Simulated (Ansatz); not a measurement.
A distorted cell of As (A7 type, space group R-3m):

```
As
1.0
    1.87270     1.08120     3.25149
   -1.87270     1.08120     3.25149
    0.00000    -2.16240     3.25149
As
2
Direct
  0.23274   0.23274   0.23274
  0.79289   0.79289   0.79289
```

All values below come from PBEsol-D3(BJ) (plane waves to 420 eV, PAW, scalar-relativistic; Ansatz, a first-principles code). k mesh 12×12×12 (Γ-centred), Fermi-Dirac smearing 0.05 eV. The energy includes the smearing's −TS. Compression counts positive. With partly filled bands, energies and forces of such displacements shift with the k mesh and the smearing. As was relaxed with its symmetry unable to fall.

Problem. Predict the force on every atom, in eV/Å.

Solution. 
```json
[
 {"atom": "As1", "Fx": "0.000", "Fy": "0.000", "Fz": "2.143"},
 {"atom": "As2", "Fx": "0.000", "Fy": "0.000", "Fz": "-2.143"}
]
```

Problem. Give the stress tensor in GPa and the pressure.

Solution. 
```
    7.3      0.0      0.0
    0.0      7.3      0.0
    0.0      0.0      6.2
```
The pressure, a third of the trace, is 6.9 GPa.

Problem. In it atom 2 sits (0.000, 0.000, 0.250) Å away from its relaxed site. What is its energy relative to the relaxed cell?

Solution. 260 meV/cell.

(For displaced atoms, the force is minus the slope of the energy, and its curvature is a force constant, which sets phonon frequencies.)
